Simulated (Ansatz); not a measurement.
Consider the following.

Nb₄AlC₃:
```cif
data_C6Al2Nb8
_chemical_formula_sum 'Al2 Nb8 C6'
_space_group_name_H-M_alt 'P63/mmc'
_space_group_IT_number 194
_space_group_name_Hall '-P 6c 2c'
_cell_length_a 3.12141
_cell_length_b 3.12141
_cell_length_c 24.12971
_cell_angle_alpha 90.000
_cell_angle_beta 90.000
_cell_angle_gamma 120.000
loop_
_atom_site_label
_atom_site_type_symbol
_atom_site_symmetry_multiplicity
_atom_site_Wyckoff_symbol
_atom_site_fract_x
_atom_site_fract_y
_atom_site_fract_z
_atom_site_occupancy
Al1 Al 2 c 0.33333 0.66667 0.25000 1
Nb1 Nb 4 e 0.00000 0.00000 0.15682 1
Nb2 Nb 4 f 0.33333 0.66667 0.05506 1
C1 C 4 f 0.66667 0.33333 0.10829 1
C2 C 2 a 0.00000 0.00000 0.00000 1
```

This is the PBEsol-relaxed structure.

Question: All from DFT-PBEsol in the program Ansatz with PAW potentials, unless another level is named. Estimate the formation energy from the elements (no fitted shifts).

Answer: -0.64 eV/atom.

Question: Next, the density of states at the Fermi level?

Answer: 0.26 states/eV per atom (mean over ±0.08 eV).

Question: And the gap with spin–orbit coupling?

Answer: none (metallic).

Space group P6_3/mmc. The workflow started from a Materials Project entry (that database holds measured and hypothetical structures alike); the Crystallography Open Database copy checked does not list it. Its standing as an ambient phase is unchecked. The PBEsol relaxation kept the symmetry of its start; its stability against distortions is not shown here. No spin polarisation was allowed. The references are the lowest solids computed at this level, not always the standard phases. Spin–orbit coupling is left out wherever it is not named.

Potentials: the later of the program's two PAW sets.
